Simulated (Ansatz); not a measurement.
BeS:
```
BeS
1.0
    3.43687     0.00000     0.00000
   -1.71843     2.97641     0.00000
    0.00000     0.00000     7.80468
Be S
3 3
Cartesian
  1.71843   0.00000   0.00000
 -0.85922   1.48821   2.60156
  0.85922   1.48821   5.20312
  1.71843   0.00000   3.90234
 -0.85922   1.48821   6.50390
  0.85922   1.48821   1.30078
```

This is the r²SCAN+D4-relaxed structure. x, y and z are the axes in which the lattice vectors are written.

### Question
All from the program Ansatz at the r²SCAN+D4 level (PAW), unless another level is named. Give the Debye temperature from the elastic constants.

### Answer
754 K.

### Question
Next, the elastic constants (relaxed ions, GPa)?

### Answer
C11 = 207, C12 = 56.2, C13 = 50.2, C33 = 228, C44 = 70.5.

### Question
And the piezoelectric stress constants (proper, relaxed ions, C/m²)?

### Answer
e14 = 0.18, e25 = -0.18.

Space group P6_422. The start of the workflow was typed in or built on a structure type; neither database checked (COD, Materials Project) lists it. COD files the formula under space group No. 216, so this cell is another polymorph or a model. Its standing as an ambient phase is unchecked. The r²SCAN+D4 relaxation kept the symmetry of its start; its stability against distortions is not shown here.

Potentials: the earlier of the program's two PAW sets.
